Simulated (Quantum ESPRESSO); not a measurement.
# Fitting the LDA energy curve of LaBRh3

```
La Rh B
1.0
     4.24200    0.00000    0.00000
     0.00000    4.24200    0.00000
     0.00000    0.00000    4.24200
La Rh B
1 3 1
Direct
  0.00000 0.00000 0.00000
  0.50000 0.50000 0.00000
  0.50000 0.00000 0.50000
  0.00000 0.50000 0.50000
  0.50000 0.50000 0.50000
```

The cell was scaled at fixed shape and fractions and run with Quantum ESPRESSO, GBRV 1.5 LDA, cutoff 612 eV; LDA, k mesh 6 × 6 × 6 on the cell of 5 atoms, fermi-dirac occupations of 0.05 eV, no spin polarisation, no spin-orbit coupling. Energies are those that the program minimises, any entropy of the smearing included. For a metal such a mesh isn't converged to the digits shown.

```csv
V (Å³/atom),energy over the lowest row (meV/atom)
14.3506,7.78
14.6559,0.00
14.9613,0.50
15.2666,8.42
15.5719,22.89
15.8773,?
16.1826,68.70
```

Fit the third-order Birch-Murnaghan form, give V0, B0 and B′, and predict the energy left open.

With y = (V0/V)^(2/3), E = E0 + (9 V0 B0/16) [(y - 1)³ B′ + (y - 1)² (6 - 4y)]. Least squares through the rows shown give V0 = 14.7869 Å³/atom, E0 = -0.75 meV, B0 = 200.6 GPa (1 eV/Å³ = 160.218 GPa) and B′ = 4.71, with a largest miss of 0.01 meV. At V = 15.8773 the form with these constants gives 43.21 meV; the run gave 43.21 meV an atom. Measured volume: 15.37 Å³/atom at 300 K (arxiv:0909.0460), so the fit lies -3.8 % from it. The runs are for a static lattice.
